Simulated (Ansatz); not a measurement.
Al₂Au (MoSi2 or CaC2 type), relaxed and computed with several functionals in Ansatz (plane waves, PAW).

| functional | a (Å) | c (Å) | V (Å³/atom) | ΔH_f (eV/atom) | B₀ by P(V) fit (GPa) |
|---|---|---|---|---|---|
| r²SCAN | 3.637 | 7.656 | 16.88 | -0.18 | 95.7 |
| PBEsol | … | … | … | … | … |
| PBE | 3.668 | 7.718 | 17.31 | -0.20 | 88.0 |

### Question
What belongs in the gaps?

### Answer

- PBEsol, a (Å): 3.616
- PBEsol, c (Å): 7.666
- PBEsol, V (Å³/atom): 16.70
- PBEsol, ΔH_f (eV/atom): -0.21
- PBEsol, B₀ by P(V) fit (GPa): 101

Constructed cells (a structure type filled with these elements, in neither database checked): Al2Au, MoSi2 or CaC2 type. All cells were relaxed under the symmetry of their starts (and spin orders); stability against distortions was not tested throughout. Spin–orbit coupling is left out wherever it is not named.

Potentials: the later of the program's two PAW sets.

Ansatz (a program for electronic structure) is a plane-wave DFT program.

Formation energies count from the lowest solids of the elements computed at the same level, not from gases.
